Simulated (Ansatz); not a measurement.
**How YTe stores the work of compression**

Computed with DFT PBEsol, scalar-relativistic, plane waves, PAW in Ansatz 0.2.0. (420 eV cutoff, 12×12×10 k-mesh, Gaussian smearing of 0.10 eV, collinear spin)

The relaxed crystal:

```xyz
2
Lattice="4.0477 0.0000 0.0000 -2.0238 3.5054 0.0000 0.0000 0.0000 3.9973" Properties=species:S:1:pos:R:3 pbc="T T T"
Y     0.0000    2.3369    0.0000
Te    2.0238    1.1685    1.9987
```

Cell and atoms were relaxed at each target pressure within the start's symmetry (P-6m2), at zero temperature; other phases can be more stable under pressure. H = E + PV with P the target; E is the free energy at the smearing used, whose derivative the pressure is, per atom and counted from zero pressure. The mesh named is that at zero pressure; some other pressures ran on another.

| P (GPa) | V (Å³/atom) | E − E0 (meV) | H − H0 (meV) |
| --- | --- | --- | --- |
| 0 | 28.358 | 0.0 | 0.0 |
| 1 | 27.931 | 1.3 | 175.6 |
| 4 | 26.814 | 18.5 | 687.9 |
| 12 | 24.652 | 123.0 | 1969.4 |
| 25 | 22.334 | 383.2 | 3868.0 |

Task: Thermodynamics gives dH/dP = V along a relaxed path. Integrate V over P by the trapezoid rule and compare with the computed enthalpies.

Result: With 1 eV/Å³ = 160.22 GPa, each step adds the mean volume times ΔP / 160.22:
| P (GPa) | ∫V dP (meV) | H − H0 (meV) | difference (meV) |
| --- | --- | --- | --- |
| 1 | 175.7 | 175.6 | 0.0 |
| 4 | 688.2 | 687.9 | 0.3 |
| 12 | 1973.1 | 1969.4 | 3.7 |
| 25 | 3879.3 | 3868.0 | 11.3 |

V(P) curves upward, so the trapezoid rule runs high; integrating a smooth curve through the same points puts that excess at about 10.4 meV at 25 GPa, against the 11.3 meV found.

Task: At 25 GPa, how much of the enthalpy change is stored energy and how much is the PV term?

Result: E rises by 383 meV/atom and PV is 25 × 22.334 / 160.22 = 3485 meV/atom, so PV makes 90 % of ΔH. So between rival structures at high pressure a small difference in volume can outweigh the difference in energy: 1 % of this volume is worth 34.8 meV/atom at this pressure.

Task: What bulk modulus do the lowest pressures give, and how is the compression shared among the axes?

Result: From the pressures that the runs reached, -1.00 GPa (28.813 Å³) and 1.00 GPa (27.931 Å³), B = −ΔP/Δln V = 2.00 / 0.0311 = 64 GPa, a mean over that range. The linear compressibilities −Δln(length)/ΔP are 6.39 along a, 6.39 along b, 2.80 along c (in TPa⁻¹). With fixed angles they add up to 1/B: 15.58 against 15.58. Softest: a and b, at 41 % of the volume change per axis.